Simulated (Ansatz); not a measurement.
TaW (rock salt), relaxed and computed with several functionals in Ansatz (plane waves, PAW).

| functional | a (Å) | ΔH_f (eV/atom) | B₀ by P(V) fit (GPa) |
|---|---|---|---|
| r²SCAN | ___ | ___ | ___ |
| PBEsol | 5.313 | 1.23 | 193 |
| PBE | 5.375 | 1.18 | 179 |

### Question
What belongs in the gaps?

### Answer

- r²SCAN, a (Å): 5.344
- r²SCAN, ΔH_f (eV/atom): 1.26
- r²SCAN, B₀ by P(V) fit (GPa): 188

Typed or built starts, not in the databases checked: TaW, rock salt. Unstable at this level: TaW, rock salt with r²SCAN; TaW, rock salt with PBEsol. All cells were relaxed under the symmetry of their starts (and spin orders); stability against distortions was not tested throughout. Rows with no word on spin ran without spin polarisation. Spin–orbit coupling is left out wherever it is not named.

Potentials: the later of the program's two PAW sets.

Ansatz (a quantum-chemistry and plane-wave program) is a plane-wave DFT program.

Formation energies count from the lowest solids of the elements computed at the same level, not from gases.
